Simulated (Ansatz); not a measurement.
# AlNi: pressure against volume

AlNi, Pm-3m, a = 2.862 Å. The structure is a COD entry; whether it is the stable form wasn't checked. Ansatz: PBEsol, PAW, 420 eV, Γ-centred 14×14×14 mesh on 2 atoms, Gaussian smearing 0.10 eV; no spin polarisation. Symmetry fixes shape and atoms, so the cell is only scaled; pressure is positive in compression.

| V (Å³/atom) | P (GPa) |
| --- | --- |
| 11.020 | 12.29 |
| 11.372 | 5.67 |
| 11.723 | 0.04 |
| 12.075 | ? |
| 12.427 | -8.86 |

Question: Take V0 = 11.723 Å³/atom, count pressures from its P0 = 0.04 GPa, fit the third-order Birch–Murnaghan form to the other rows, and predict the missing pressure.

Answer: With the Eulerian strain f = ½[(V0/V)^(2/3) − 1] and y = (P − P0)/[3f(1 + 2f)^(5/2)], the form is the line y = B0 + 1.5 B0 (B0′ − 4) f. Rows (f, y): 0.02104, 175.1; 0.01024, 174.2; -0.01907, 171.5. Means f = 0.004070, y = 173.60; Σ(Δf)² = 0.0008615, ΣΔfΔy = 0.07775; the slope is their ratio. y = 173.2 + 90.25 f GPa, so B0 = 173.2 GPa and B0′ = 4 + 2 × (90.25)/(3 × 173.2) = 4.35. At V = 12.075, f = -0.00976, y = 172.32 and P = -4.76 GPa. The run gave -4.77 GPa, so the fit is 0.01 GPa too high, a small miss on the scale of the series.